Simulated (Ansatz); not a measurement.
Relaxed MgS (rock salt):

```xyz
4
Lattice="0.0000 5.2297 5.2297 2.6148 0.0000 2.6148 2.6148 2.6148 0.0000" Properties=species:S:1:pos:R:3 pbc="T T T"
S      0.0000     0.0000     0.0000
S      0.0000     2.6148     2.6148
Mg     2.6148     2.6148     2.6148
Mg     2.6148     5.2297     5.2297
```

In this cell atom 2 (S, nearest neighbour Mg at 2.615 Å; its periodic images, 3.7 Å or more away, move with it) is moved by s along Cartesian x, unit vector (1.000, 0.000, 0.000); all other atoms and the cell stay fixed.

The numbers are results of PBE (plane waves to 420 eV, PAW, scalar-relativistic; Ansatz, a program for electronic structure), not measurements. k mesh 9×9×9 (Γ-centred), Fermi-Dirac smearing 0.05 eV. E stands for the smeared free energy. MgS was relaxed with its symmetry unable to fall. ΔE is measured from the undisplaced structure.

```csv
s (Å),ΔE (meV/cell)
-0.260,155.7
-0.208,95.3
-0.156,51.7
-0.104,?
-0.052,?
0.000,0.0
0.052,?
0.104,?
0.156,51.7
0.208,95.3
0.260,155.7
```

**Question.** Some entries are withheld; supply them.

**Answer.** 
- -0.104, ΔE (meV/cell): 22.4
- -0.052, ΔE (meV/cell): 5.5
- 0.052, ΔE (meV/cell): 5.5
- 0.104, ΔE (meV/cell): 22.4

(A displaced cell: forces are minus the slopes of the energy, force constants its curvatures, and phonons follow from these.)
